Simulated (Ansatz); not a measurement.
TiO₂:
```
CELL_PARAMETERS angstrom
      4.54502     0.00000     0.00000
      0.00000     5.51364     0.00000
      0.00000     0.00000     4.89409
ATOMIC_POSITIONS crystal
  Ti 0.50000 0.67571 0.75000
  Ti 0.50000 0.32429 0.25000
  Ti 0.00000 0.82429 0.25000
  Ti 0.00000 0.17571 0.75000
  O  0.72889 0.61822 0.08086
  O  0.27111 0.38178 0.91914
  O  0.77111 0.88178 0.58086
  O  0.22889 0.11822 0.41914
  O  0.22889 0.88178 0.91914
  O  0.77111 0.11822 0.08086
  O  0.27111 0.61822 0.41914
  O  0.72889 0.38178 0.58086
```

Relaxed with r²SCAN. Independent-particle spectrum: no excitons, no local fields, no scissors shift; 0.1 eV broadening; ε₁ of the summed bands alone.

Problem. Tabulate the dielectric function from r²SCAN (plane waves, PAW; program Ansatz).

Solution. 

```tsv
E (eV)	ε₁ xx	ε₂ xx	ε₁ yy	ε₂ yy	ε₁ zz	ε₂ zz
0.0	6.88	0.00	5.77	0.00	6.56	0.00
0.5	6.94	0.00	5.81	0.00	6.60	0.00
1.0	7.13	0.00	5.93	0.00	6.75	0.00
1.5	7.49	0.00	6.14	0.00	7.03	0.00
2.0	8.11	0.00	6.50	0.00	7.50	0.00
2.5	9.27	0.00	7.10	0.00	8.29	0.00
3.0	12.43	0.12	8.25	0.00	9.92	0.00
3.5	16.48	8.85	11.10	1.15	14.48	3.22
4.0	9.10	11.68	12.31	7.94	11.24	8.90
4.5	3.44	11.94	5.40	10.01	8.24	11.50
5.0	1.14	8.53	2.99	9.39	1.77	12.58
5.5	0.49	6.78	1.50	5.62	0.38	7.00
6.0	0.57	5.28	1.19	5.12	0.47	4.84
6.5	1.40	4.02	2.21	4.88	2.50	4.32
7.0	1.67	4.82	2.25	4.78	3.28	5.63
7.5	2.08	5.30	2.67	6.08	3.77	7.43
8.0	-1.04	6.84	1.01	6.42	-0.12	7.93
8.5	-2.27	4.89	-1.32	6.31	-3.64	6.92
9.0	-1.86	3.06	-2.02	4.00	-2.49	3.56
9.5	-1.10	2.16	-1.62	2.53	-2.14	2.89
10.0	-0.94	2.44	-1.14	2.26	-1.72	2.94
10.5	-0.87	1.79	-0.92	1.65	-2.03	1.71
11.0	-0.78	1.23	-0.83	1.27	-1.40	0.88
11.5	-0.43	1.07	-0.30	0.97	-0.73	0.73
12.0	-0.08	0.82	0.04	0.94	-0.36	0.60
```

Problem. From ε at 3.3 eV (xx: 16.09 + 4.73i), find n, k, the normal reflectivity and the absorption coefficient.

Solution. n = 4.05, k = 0.583, R = 37 %, α = 2kE/ħc = 190000 cm⁻¹.

With all bands, ε∞ without local fields is 7.20 (xx), 6.11 (yy), 6.87 (zz).

Space group Pbcn. This is a known high-pressure phase of the composition, computed here at zero pressure and temperature. Symmetry was held in the r²SCAN relaxation; its stability against distortions is not shown here. The run is not spin-polarised.

Potentials: the later of the program's two PAW sets.
